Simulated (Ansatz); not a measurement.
Rough cost of magnetic runs on Gd (P-3m1) in Ansatz 0.2.0, 2 threads of AMD EPYC 9R45 96-Core Processor (Zen 5), on a shared host.

```
Gd
1.0
     3.65552    0.00000    0.00000
    -1.82776    3.16577    0.00000
     0.00000    0.00000   11.77961
Gd
4
Direct
  0.00000 0.00000 0.00000
  0.00000 0.00000 0.50000
  0.33333 0.66667 0.24808
  0.66667 0.33333 0.75192
```

```
                                run  functional, mesh  k points solved  bands  iterations  wall time (s)  peak memory (GiB)
   PAW: field of 500 T on the spins        PBE, 9×9×3               31     61          33             13               0.73
     PAW: total moment held at 0 μB        PBE, 9×9×3               31     44         115             99                1.2
   PAW: total moment held at 6.1 μB        PBE, 9×9×3               31     59          14             15               0.69
                 LAPW: free moments        PBE, 9×9×3               31     85          17             32               0.92
 PAW: total moment held at 19.83 μB        PBE, 9×9×3               31     59          13             15               0.69
LAPW: total moment held at 13.73 μB        PBE, 9×9×3               31     79          16             27               0.88
  PAW: total moment held at 12.2 μB        PBE, 9×9×3               31     59          14            8.9               0.72
 PAW: total moment held at 17.54 μB        PBE, 9×9×3               31     59          14             13               0.68
 PAW: total moment held at 13.73 μB        PBE, 9×9×3               31     59          13            8.1               0.73
```

(1) Roughly how much dearer is an iteration by LAPW than by PAW among the runs with the first row's mesh and spin treatment (collinear)?

Runs with the default search for lower states can spend part of their time in further cycles.

The program warned that a lower magnetic state may exist. Without U a semilocal functional puts the f levels too near the Fermi level, which can change moments and the order of magnetic states; site and cell moments are spin moments. Spin–orbit coupling is left out although heavy atoms are present. In at least one run the program's final test of stability wasn't made or came to no verdict. With open f shells a run can end in a state that isn't the lowest. The state reached may lie above the lowest one, so it isn't offered as the ground state.

Answers

(1) About 2.1 times (medians of wall time over iterations; times from a shared host are rough).
